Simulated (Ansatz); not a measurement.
**Fields on a plane of GaSb (zinc blende)**

```
CELL_PARAMETERS angstrom
      0.00000     3.05574     3.05574
      3.05574     0.00000     3.05574
      3.05574     3.05574     0.00000
ATOMIC_POSITIONS crystal
  Sb 0.75000 0.75000 0.75000
  Ga 0.00000 0.00000 0.00000
```

The slice is a {100} plane (indices of the conventional cell) through the point (0.000, 0.000, 0.000) (fractional), spanned by u = [100] and v = [0 1 -1] in vectors of this cell: u (4.32 Å) and v (4.32 Å, at 90° to u). It covers one period; positions are fractions (u, v).

Atoms on it: Ga at (0.00, 0.00).

Calculation: PBEsol (plane waves to 420 eV, PAW, scalar-relativistic; Ansatz, an electronic-structure program). k mesh 13×13×13. Near the nuclei the fields are pseudised (PAW); where an atom keeps semicore shells as valence, they peak there. At this level the bands of GaSb touch or barely overlap; measurements give the solid a gap. GaSb was relaxed with its symmetry unable to fall. Spin-orbit coupling is left out, though Sb is heavy.

```
|xxxxxxxxxxxx00446666666666666666664400xxxxxxxxxx|
|xxxxxxxxxxxx11556677777777777777665511xxxxxxxxxx|
|xxxxxxxxxx003355777777777777777777553300xxxxxxxx|
|xxxxxxxx0022556677888888888888887766552200xxxxxx|
|xxxxxx00224466778888888888888888887766442200xxxx|
|000011335566778888999999999999998888776655331100|
|444455556677888899999999999999999988887766555544|
|666666777788889999999999999999999999888877776666|
|666677778888999999999999999999999999998888777766|
|666677778888999999999999999999999999998888777766|
|666677778888999999999999999999999999998888777766|
|666677778888999999999999999999999999998888777766|
|666677778888999999999999999999999999998888777766|
|666677778888999999999999999999999999998888777766|
|666677778888999999999999999999999999998888777766|
|666666777788889999999999999999999999888877776666|
|444455556677888899999999999999999988887766555544|
|000011335566778888999999999999998888776655331100|
|xxxxxx00224466778888888888888888887766442200xxxx|
|xxxxxxxx0022556677888888888888887766552200xxxxxx|
|xxxxxxxxxx003355777777777777777777553300xxxxxxxx|
|xxxxxxxxxxxx11556677777777777777665511xxxxxxxxxx|
|xxxxxxxxxxxx00446666666666666666664400xxxxxxxxxx|
|xxxxxxxxxxxx00446666666666666666664400xxxxxxxxxx|
```
Scale: ten equal steps from -2.00 (start of '0') to 6.30 (end of '9'), in the order '0123456789'. Values: electrostatic potential energy of an electron, from the cell's mean, in eV. The map has 24 points along u (two characters each, u = 0 at the left) and 24 along v (v = 0 in the bottom row). Points within 1 Å of a nucleus are blanked (x), as the pseudised field means little there. Values under -2 eV are set to -2. The zero, the cell's mean, hangs on the PAW cores.

```
|@@@@##**====----::::::::::::::::::----====**##@@|
|%%##**++==------::::::::::::::::::------==++**##|
|****++====----::::::::::::::::::::::----====++**|
|++======----::::::::::::::::::::::::::----======|
|====------::::::::..............::::::::------==|
|--------::::::::..................::::::::------|
|------::::::::......................::::::::----|
|::::::::::::......              ......::::::::::|
|::::::::::......                  ......::::::::|
|::::::::::......                  ......::::::::|
|::::::::::......                  ......::::::::|
|::::::::::......                  ......::::::::|
|::::::::::......                  ......::::::::|
|::::::::::......                  ......::::::::|
|::::::::::......                  ......::::::::|
|::::::::::::......              ......::::::::::|
|------::::::::......................::::::::----|
|--------::::::::..................::::::::------|
|====------::::::::..............::::::::------==|
|++======----::::::::::::::::::::::::::----======|
|****++====----::::::::::::::::::::::----====++**|
|%%##**++==------::::::::::::::::::------==++**##|
|@@@@##**====----::::::::::::::::::----====**##@@|
|@@@@%%**++==----::::::::::::::::::----==++**%%@@|
```
Scale: ten equal steps from -1.81 (start of ' ') to 1.72 (end of '@'), in the order ' .:-=+*#%@'. Values: log₁₀ of the valence density in e/Å³. The map has 24 points along u (two characters each, u = 0 at the left) and 24 along v (v = 0 in the bottom row). The scale is logarithmic, as a density can span decades between atoms and voids.
